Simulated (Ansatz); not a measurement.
YTaN3:
```xyz
5
Lattice="4.0303 0.0000 0.0000 0.0000 4.0303 0.0000 0.0000 0.0000 4.0303" Properties=species:S:1:pos:R:3 pbc="T T T"
Y      0.0000     0.0000     0.0000
Ta     2.0152     2.0152     2.0152
N      2.0152     2.0152     0.0000
N      2.0152     0.0000     2.0152
N      0.0000     2.0152     2.0152
```

Relaxed with r²SCAN. Special points in fractions of this cell's reciprocal vectors: Γ (0.000, 0.000, 0.000); X (0.000, 0.500, 0.000); M (0.500, 0.500, 0.000); R (0.500, 0.500, 0.500).

### Question
List the band energies nearest the Fermi level at these points for r²SCAN with spin–orbit coupling (plane waves, PAW; program Ansatz).

### Answer
In eV from the Fermi level; about four levels below and three above (degenerate sets whole), none deeper than 8.9 eV; points with the same levels are listed once.

```json
[
 {"k": "Γ", "below": "-0.89 -0.89 -0.89 -0.89 -0.88 -0.88", "above": "0.18 0.18 0.55 0.55 0.55 0.55"},
 {"k": "X", "below": "-2.44 -2.44 -0.14 -0.14", "above": "0.22 0.22 1.98 1.98"},
 {"k": "M", "below": "-1.79 -1.79 -1.78 -1.78 -0.82 -0.82", "above": "0.47 0.47 3.81 3.81"},
 {"k": "R", "below": "-4.96 -4.96 -4.96 -4.96", "above": "0.77 0.77 0.78 0.78 0.78 0.78"}
]
```

Space group Pm-3m (cubic perovskite). The start of the workflow was typed in or built on a structure type; neither database checked (COD, Materials Project) lists it. Whether it is the stable phase at ambient conditions was not checked. The r²SCAN relaxation kept the symmetry of its start; whether a distortion lowers the energy is not shown. No spin polarisation was allowed. With an odd number of electrons in the cell and no spin polarisation, the count alone makes it a metal.

Potentials: the later of the program's two PAW sets.
